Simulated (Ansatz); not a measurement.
TaSnO$_{3}$:
```xyz
5
Lattice="4.0251 0.0000 0.0000 0.0000 4.0251 0.0000 0.0000 0.0000 4.0251" Properties=species:S:1:pos:R:3 pbc="T T T"
Sn     0.0000     0.0000     0.0000
Ta     2.0125     2.0125     2.0125
O      0.0000     2.0125     2.0125
O      2.0125     0.0000     2.0125
O      2.0125     2.0125     0.0000
```

Relaxed with PBEsol. Special points in fractions of this cell's reciprocal vectors: Γ (0.000, 0.000, 0.000); X (0.000, 0.500, 0.000); M (0.500, 0.500, 0.000); R (0.500, 0.500, 0.500).

Question: List the band energies nearest the Fermi level at these points for PBEsol in the plane-wave PAW code Ansatz.

Answer: In eV from the Fermi level; about four levels below and three above (degenerate sets whole), none deeper than 8.9 eV; points with the same levels are listed once.

```
k                                below                above
-  -----------------------------------  -------------------
Γ  -4.38 -4.38 -4.38 -0.80 -0.80 -0.80       3.43 3.43 3.43
X        -4.39 -4.39 -2.82 -0.83 -0.72  1.52 1.52 3.05 3.05
M        -6.23 -6.23 -5.11 -4.08 -3.72       1.16 1.30 1.30
R              -7.08 -3.72 -3.72 -3.72       2.37 2.37 2.37
```

Space group Pm-3m (cubic perovskite). The workflow started from an entry of the Crystallography Open Database (COD). Whether it is the stable phase at ambient conditions was not checked. The cell was relaxed with PBEsol under the symmetry of its start; of distortions, only those at the zone centre were tested, and some modes there are weakly imaginary. The run is not spin-polarised. With an odd number of electrons in the cell and no spin polarisation, the count alone makes it a metal. Scalar-relativistic: spin–orbit coupling is off unless named, which matters more the heavier the elements.

Potentials: the later of the program's two PAW sets.
